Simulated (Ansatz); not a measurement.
Re₃B in space group Cmcm (No. 63; B on 4c, Re on 4c, Re on 8f) at seven volumes, r²SCAN in the plane-wave PAW code Ansatz, shape and atoms relaxed at each. One row is withheld.

```json
[
 {"V (Å³/atom)": "11.205", "P (GPa)": "45.43"},
 {"V (Å³/atom)": "11.574", "P (GPa)": "27.75"},
 {"V (Å³/atom)": "11.944", "P (GPa)": "?"},
 {"V (Å³/atom)": "12.313", "P (GPa)": "0.00"},
 {"V (Å³/atom)": "12.683", "P (GPa)": "-10.80"},
 {"V (Å³/atom)": "13.052", "P (GPa)": "-19.94"},
 {"V (Å³/atom)": "13.421", "P (GPa)": "-27.61"}
]
```

### Question
Fit the shown pressures and predict the withheld one.

### Answer
P = (3/2)B₀(x^(7/2) − x^(5/2))[1 + (3/4)(B′ − 4)(x − 1)] with x = (V₀/V)^(2/3). Least squares on the six rows gives V₀ = 12.313 Å³/atom, B₀ = 389 GPa, B′ = 4.51. At V = 11.944, x = 1.0205 and P = 12.68 GPa. The run itself gave 12.74 GPa.

The workflow started from an entry of the Crystallography Open Database (COD). Whether it is the stable phase at ambient conditions was not checked. The cell was relaxed with r²SCAN under the symmetry of its start; whether a distortion lowers the energy is not shown. No spin polarisation was allowed. Spin–orbit coupling is left out wherever it is not named.

Potentials: the later of the program's two PAW sets.
